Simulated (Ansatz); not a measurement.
# Is this CoGe2Ru structure a true minimum?

The structure comes from a generated guess, relaxed at this level; another structure or a mixture of phases may lie lower.

Computed with DFT PBE, scalar-relativistic, plane waves, PAW in Ansatz. Plane waves to 420 eV, a k mesh through Γ of 10×10×8 on the computed 8-atom cell and Gaussian smearing (0.10 eV); no spin polarisation.

The cell below (8 atoms, space group Cmcm (No. 63)) is relaxed within its symmetry.

```yaml
crystal:
  lattice:
    - [1.88611, -6.25819, 0.00000]
    - [1.88611, 6.25819, 0.00000]
    - [0.00000, 0.00000, 4.98478]
  atoms:
    - { symbol: Co, position: [0.00000, 0.00000, 0.00000] }
    - { symbol: Co, position: [0.00000, 0.00000, 0.50000] }
    - { symbol: Ge, position: [0.16545, 0.83455, 0.75000] }
    - { symbol: Ge, position: [0.83455, 0.16545, 0.25000] }
    - { symbol: Ge, position: [0.43948, 0.56052, 0.75000] }
    - { symbol: Ge, position: [0.56052, 0.43948, 0.25000] }
    - { symbol: Ru, position: [0.19325, 0.80675, 0.25000] }
    - { symbol: Ru, position: [0.80675, 0.19325, 0.75000] }
```

For the test it was strained at random (σ = 1.5 % a component), the atoms were moved at random (σ = 0.15 Å), and all was relaxed again on a coarse 6×4×6 mesh (in the run’s order of axes) with 0.20 eV smearing, with no symmetry imposed.

Trial moments died out on the coarse mesh, so the last step has no spin; another magnetic start might hold.

Q: Is the structure stable against such a distortion?

A: It returns, within 1 meV/atom of the unmoved cell on that mesh and with the same symmetry when read at 0.1 Å. So it is stable against the distortions that fit this cell and that this random move excites. Modes that don't fit the cell aren't tested.
